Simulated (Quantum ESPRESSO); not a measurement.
# Moving one atom in InGa2AlP4

These are calculations, not measurements. They come from pw.x of Quantum ESPRESSO 7.5, a plane-wave density functional program, with PseudoDojo standard norm-conserving files (v0.5 for PBE, v0.4.1 for LDA and PBEsol). The cells are made up: elements, strain and atom displacements were drawn at random, and nothing was relaxed. There is no spin polarisation, spin-orbit coupling or dispersion term.

The cell has 8 sites of a zincblende or diamond lattice. Sites 1 to 4 hold In Ga Ga Al; sites 5 to 8 hold P P P P. Cell vectors in Å: (5.675, 0.070, 0.030); (0.070, 5.771, -0.031); (0.030, -0.031, 5.590). Settings: PBE, cutoff 1088 eV, 4 x 4 x 4 k mesh shifted by half a step, Fermi-Dirac smearing of 0.025 eV.

Each run shifts the P atom on site 5 along z and leaves all else fixed. Site 3 is one of its nearest neighbours. E is the free energy of the cell above the lowest run shown.

| run | shift (Å) | Fz on site 5 (eV/Å) | Fz on site 3 (eV/Å) | P (GPa) | E (meV) |
| --- | --- | --- | --- | --- | --- |
| 1 | -0.1234 | 0.768 | 0.170 | 0.72 | 23.5 |
| 2 | -0.1125 | 0.643 | 0.208 | 0.71 | 15.8 |
| 3 | -0.0758 | 0.219 | 0.339 | 0.69 | 0.0 |
| 4 | -0.0086 | -0.566 | 0.596 | 0.71 | 11.6 |
| 5 | 0.0122 | -0.811 | 0.680 | 0.74 | 26.0 |
| 7 | 0.1315 | -2.200 | 1.189 | 1.04 | 205.9 |
| 6 | 0.0621 | ? | ? | ? | ? |

A rerun of one of these cells at 1377 eV and k mesh 6 x 6 x 6 moved values by no more than 0.009 eV in the cell's energy, 0.02 GPa in stress and 0.003 eV/Å in force.

## Worked fit

A parabola through the six runs shown gives Fz on site 5 = -0.667 - 11.65 u - 0.1 u² eV/Å, with u in Å and a scatter of 0.003 eV/Å. Minus the slope, 11.65 ± 0.10 eV/Å², is this atom's force constant along z at u = 0, with its periodic images moving too. The fitted force vanishes at u = -0.057 Å, where the energy should be lowest along this line. The error is the larger of the fit's own and the change that a cubic makes, rounded up.

## Withheld run

Question: what Fz on site 5 should run 6 give?

The fit gives -1.391 eV/Å. The calculation gave -1.396 eV/Å.

```
run  shift (Å)  Fz on site 5 (eV/Å)  Fz on site 3 (eV/Å)  P (GPa)  E (meV)
  6     0.0621               -1.396                0.888     0.83     81.0
```